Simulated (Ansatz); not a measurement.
Values for one crystal, relaxed and computed with plane-wave PAW LDA (Ansatz code); other levels are named.

```yaml
volume_per_atom: 19.02 Å³
band_gap: 1.05 eV (indirect)
Bulk modulus (Birch–Murnaghan fit): 246 kbar
conduction_band_minimum: at M
Pressure derivative B′: 9.0
Highest zone-centre frequency (without LO–TO term): 12.66 THz
Formation energy from the elements (no fitted shifts): -1.14 eV/atom
```

Task: Which of these materials gives this?
A. PbO, P4/nmm (Pb on 2c, O on 2a)
B. BaO, rock salt
C. BaZrO3, cubic perovskite
D. TiO2, Pbca (Ti on 8c, O on 8c, O on 8c)

Result: A, PbO, P4/nmm (Pb on 2c, O on 2a)

The LDA relaxation kept the symmetry of its start; phonons on a q-mesh show no instability. A crystal of weakly bound layers computed without a dispersion correction: the cell and the soft elastic constants depend strongly on that. The references are the lowest solids computed at this level, not always the standard phases (solids in place of the gases). Spin–orbit coupling is left out wherever it is not named.

Potentials: the later of the program's two PAW sets.
